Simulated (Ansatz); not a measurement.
BAs:
```xyz
6
Lattice="3.4588 0.0000 0.0000 -1.7294 2.9954 0.0000 0.0000 0.0000 7.4816" Properties=species:S:1:pos:R:3 pbc="T T T"
B      1.7294     0.0000     3.7408
B     -0.8647     1.4977     1.2469
B      0.8647     1.4977     6.2346
As     1.7294     0.0000     0.0000
As    -0.8647     1.4977     4.9877
As     0.8647     1.4977     2.4939
```

Relaxed with PBE. Special points in fractions of this cell's reciprocal vectors: Γ (0.000, 0.000, 0.000); M (0.500, 0.000, 0.000); K (0.333, 0.333, 0.000); A (0.000, 0.000, 0.500); L (0.500, 0.000, 0.500); H (0.333, 0.333, 0.500).

**Question.** List the band energies nearest the valence-band maximum at these points for PBE with spin–orbit coupling in the plane-wave PAW code Ansatz.

**Answer.** In eV from the valence-band maximum; about four levels below and three above (degenerate sets whole), none deeper than 8.9 eV; points with the same levels are listed once.

```json
[
 {"k": "Γ", "below": "-0.92 -0.92 0.00 0.00", "above": "2.15 2.15 2.15 2.15"},
 {"k": "M", "below": "-2.73 -2.73 -2.42 -2.42", "above": "0.47 0.47 0.66 0.66"},
 {"k": "K", "below": "-2.55 -2.55 -2.50 -2.49", "above": "0.61 0.61 2.32 2.32"},
 {"k": "A", "below": "-1.09 -1.09 -0.68 -0.68", "above": "1.95 1.95 2.50 2.50"},
 {"k": "L", "below": "-3.28 -3.28 -2.89 -2.89", "above": "1.78 1.78 2.18 2.18"},
 {"k": "H", "below": "-3.12 -3.12 -2.64 -2.64", "above": "2.70 2.70 3.52 3.52 3.52"}
]
```

Space group P6_222. The start of the workflow was typed in or built on a structure type; neither database checked (COD, Materials Project) lists it. It is not the phase usual at ambient conditions (space group No. 216). The cell was relaxed with PBE under the symmetry of its start; its stability against distortions is not shown here. Its formation energy is positive at this level, so the cell may be metastable or incomplete.

Potentials: the earlier of the program's two PAW sets.
